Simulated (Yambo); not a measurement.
ZnS (space group P6_3mc, No. 186), G0W0@LDA in Yambo with this input:

```
rim_cut
gw0
dyson
el_el_corr
HF_and_locXC
ppa
em1d
RandQpts= 1000000
RandGvec= 1 Ry
EXXRLvcs= 84 Ry
VXCRLvcs= 336 Ry
Chimod= "HARTREE"
% BndsRnXp
 25 | 374 |
%
NGsBlkXp= 7 Ry
% LongDrXp
 1.0 | 1.0 | 1.0 |
%
PPAPntXp= 27.2114 eV
% GbndRnge
 1 | 374 |
%
GTermKind= "BG"
DysSolver= "n"
ExtendOut
```

On a 3×3×1 mesh, with wavefunctions cut at 84 Ry, the gap (Γ → Γ) is 3.481 eV and the valence edge shifts by -0.828 eV.

What happens with this change: 3 Ry block?

The gap falls by 0.115 eV, to 3.366 eV; the shift of the valence edge becomes -0.614 eV. Neither run is shown to be the converged limit.

Geometry of the Materials Project entry, not relaxed at this level; primitive cell a = 3.808 Å, b = 3.808 Å, c = 18.679 Å, α = 90.00°, β = 90.00°, γ = 120.00°.

A shift is the quasiparticle energy of the state minus its LDA energy.
